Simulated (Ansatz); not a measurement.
ZnSnO$_{3}$:
```yaml
crystal:
  lattice:
    - [2.63911, 1.52369, 4.67026]
    - [-2.63911, 1.52369, 4.67026]
    - [0.00000, -3.04738, 4.67026]
  atoms:
    - { symbol: Zn, position: [0.71546, 0.71546, 0.71546] }
    - { symbol: Zn, position: [0.21546, 0.21546, 0.21546] }
    - { symbol: Sn, position: [0.99778, 0.99778, 0.99778] }
    - { symbol: Sn, position: [0.49778, 0.49778, 0.49778] }
    - { symbol: O, position: [0.39425, 0.78879, 0.10512] }
    - { symbol: O, position: [0.78879, 0.10512, 0.39425] }
    - { symbol: O, position: [0.10512, 0.39425, 0.78879] }
    - { symbol: O, position: [0.60512, 0.28879, 0.89425] }
    - { symbol: O, position: [0.89425, 0.60512, 0.28879] }
    - { symbol: O, position: [0.28879, 0.89425, 0.60512] }
```

Tensor components refer to the Cartesian frame of this cell.

Q: Give the proper piezoelectric stress tensor with relaxed ions from PBEsol (plane waves, PAW; program Ansatz).

A: In C/m², rows x, y, z, Voigt columns; mesh uncertainty up to 0.00.
```
 0.00   0.00   0.00   0.00   0.42  -0.06
-0.06   0.06   0.00   0.42   0.00   0.00
 0.76   0.76   0.50   0.00   0.00   0.00
```

The elastic tensor of the same run (GPa):

```
 313   150   122   1.0   0.0   0.0
 150   313   122  -1.0   0.0   0.0
 122   122   249   0.0   0.0   0.0
 1.0  -1.0   0.0  71.0   0.0   0.0
 0.0   0.0   0.0   0.0  71.0   1.0
 0.0   0.0   0.0   0.0   1.0  81.5
```

Q: Convert to strain constants d = e·S.

A: In pC/N:
```
 0.0   0.0   0.0   0.0   5.9  -0.8
-0.4   0.4   0.0   5.9   0.0   0.0
 1.5   1.5   0.5   0.0   0.0   0.0
```

Space group R3c. Symmetry was held in the PBEsol relaxation. Signs of piezoelectric constants follow the polarity of the cell as given. Spin–orbit coupling is left out wherever it is not named.

Potentials: the later of the program's two PAW sets.
